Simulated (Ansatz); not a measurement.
WO₃:
Space group Cmcm (No. 63); a = 5.4041 Å, b = 5.4158 Å, c = 7.4249 Å, α = 90.00°, β = 90.00°, γ = 90.00°

| atom | site | symmetry | x | y | z |
|---|---|---|---|---|---|
| W | 4c | m2m | 0.0000 | 0.5566 | 0.2500 |
| O | 4b | 2/m.. | 0.0000 | 0.5000 | 0.0000 |
| O | 8g | ..m | 0.2503 | 0.2703 | 0.2500 |
(The calculation used a cell of 8 atoms; values per cell refer to that cell.)

Relaxed with LDA.

Task: Give the optical modes at the zone centre with their infrared and Raman activity from DFPT, LDA (plane waves, PAW; program Ansatz).

Result: Transverse frequencies, without the LO–TO term; a row sums one degenerate level.

| ω (cm⁻¹) | degeneracy | IR ((D/Å)²/amu) | Raman (Å⁴/amu) | activity | symmetry |
|---|---|---|---|---|---|
| 59 | 1 | 129.84 | 0 | IR | B1u |
| 66 | 1 | 0.00 | 35 | Raman | B1g |
| 90 | 1 | 0.00 | 75 | Raman | Ag |
| 240 | 1 | 0.04 | 0 | IR | B3u |
| 245 | 1 | 0.00 | 0.75 | Raman | B3g |
| 255 | 1 | 0.00 | 0 | silent | Au |
| 260 | 1 | 13.48 | 0 | IR | B2u |
| 266 | 1 | 0.00 | 520 | Raman | B1g |
| 280 | 1 | 0.00 | 180 | Raman | B2g |
| 287 | 1 | 19.87 | 0 | IR | B2u |
| 292 | 1 | 0.00 | 1300 | Raman | Ag |
| 293 | 1 | 40.75 | 0 | IR | B3u |
| 316 | 1 | 0.20 | 0 | IR | B1u |
| 320 | 1 | 0.00 | 0 | silent | Au |
| 415 | 1 | 0.00 | 46 | Raman | B3g |
| 624 | 1 | 123.23 | 0 | IR | B1u |
| 697 | 1 | 0.00 | 4600 | Raman | B1g |
| 706 | 1 | 118.43 | 0 | IR | B3u |
| 760 | 1 | 0.00 | 14000 | Raman | Ag |
| 763 | 1 | 88.03 | 0 | IR | B2u |
| 1012 | 1 | 0.38 | 0 | IR | B2u |

Task: How high does the top mode go among those that the LO–TO term moves?

Result: 981 cm⁻¹ for q along x, 1016 cm⁻¹ for q along y, 964 cm⁻¹ for q along z.

The first step of the workflow began from a Materials Project structure, measured or hypothetical; the Crystallography Open Database copy checked does not list it. COD files the formula under space group No. 2, 14, 62, 129, 130, 191, so this cell is another polymorph or a model. Whether it is the stable phase at ambient conditions was not checked. The cell was relaxed with LDA under the symmetry of its start; phonons on a q-mesh show weakly imaginary modes. The run is not spin-polarised. No Hubbard U is applied. Scalar-relativistic: spin–orbit coupling is off unless named, which matters more the heavier the elements.

Potentials: the later of the program's two PAW sets.
